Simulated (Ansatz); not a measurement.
Rb2TlAgF6:
```
CELL_PARAMETERS angstrom
      0.00000     4.51858     4.51858
      4.51858     0.00000     4.51858
      4.51858     4.51858     0.00000
ATOMIC_POSITIONS crystal
  Rb 0.75000 0.75000 0.75000
  Rb 0.25000 0.25000 0.25000
  Tl 0.00000 0.00000 0.00000
  Ag 0.50000 0.50000 0.50000
  F  0.75960 0.24040 0.24040
  F  0.24040 0.75960 0.75960
  F  0.24040 0.75960 0.24040
  F  0.75960 0.24040 0.75960
  F  0.24040 0.24040 0.75960
  F  0.75960 0.75960 0.24040
```

Relaxed with r²SCAN. Special points in fractions of this cell's reciprocal vectors: Γ (0.000, 0.000, 0.000); X (0.500, 0.000, 0.500); U (0.625, 0.250, 0.625); K (0.375, 0.375, 0.750); L (0.500, 0.500, 0.500); W (0.500, 0.250, 0.750).

**Question.** List the band energies nearest the valence-band maximum at these points for r²SCAN (plane waves, PAW; program Ansatz).

**Answer.** In eV from the valence-band maximum; about four levels below and three above (degenerate sets whole), none deeper than 8.9 eV; points with the same levels are listed once.

```
k                          below                     above
-  -----------------------------  ------------------------
Γ    -1.22 -1.22 -1.22 0.00 0.00  0.89 5.81 6.41 6.41 6.41
X         -1.16 -1.16 -1.05 0.00            2.81 5.62 5.83
U        -1.18 -1.18 -0.82 -0.18            2.73 5.29 6.12
L        -1.21 -1.21 -0.38 -0.38            2.17 4.58 7.31
W  -1.20 -1.20 -1.16 -0.75 -0.26       2.77 5.36 6.42 6.42
```

Space group Fm-3m. The workflow started from a Materials Project entry (that database holds measured and hypothetical structures alike); the Crystallography Open Database copy checked does not list it. Its standing as an ambient phase is unchecked. Symmetry was held in the r²SCAN relaxation; its stability against distortions is not shown here. No spin polarisation was allowed. Scalar-relativistic: spin–orbit coupling is off unless named, which matters more the heavier the elements.

Potentials: the later of the program's two PAW sets.
